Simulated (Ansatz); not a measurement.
SiGe$_{3}$:
```
SiGe3
1.0
    3.96749     0.00000     0.00000
    0.00000     3.96749     0.00000
    0.00000     0.00000     5.60115
Si Ge
1 3
Direct
  0.00000   0.00000   0.00000
  0.50000   0.00000   0.24431
  0.50000   0.50000   0.50000
  0.00000   0.50000   0.75569
```

Relaxed with r²SCAN. Special points in fractions of this cell's reciprocal vectors: Γ (0.000, 0.000, 0.000); X (0.000, 0.500, 0.000); M (0.500, 0.500, 0.000); Z (0.000, 0.000, 0.500); R (0.000, 0.500, 0.500); A (0.500, 0.500, 0.500).

List the band energies nearest the valence-band maximum at these points for the program Ansatz at the r²SCAN with spin–orbit coupling level (PAW).

In eV from the valence-band maximum; about four levels below and three above (degenerate sets whole), none deeper than 8.9 eV; points with the same levels are listed once.

```tsv
k	below	above
Γ	-0.03 -0.03 0.00 0.00	0.84 0.84 0.88 0.88
X	-1.79 -1.79 -1.48 -1.48	2.15 2.15 2.48 2.48
M	-3.21 -3.21 -3.17 -3.17	0.64 0.64 0.83 0.83
Z	-2.06 -2.06 -2.03 -2.03	0.95 0.95 1.36 1.36
R	-1.48 -1.48 -1.31 -1.31	0.49 0.49 0.97 0.97
A	-4.08 -4.08 -4.07 -4.07	4.55 4.55 4.60 4.60
```

Space group P-4m2. The start of the workflow was typed in or built on a structure type; neither database checked (COD, Materials Project) lists it. Its standing as an ambient phase is unchecked. Symmetry was held in the r²SCAN relaxation; its stability against distortions is not shown here.

Potentials: the later of the program's two PAW sets.
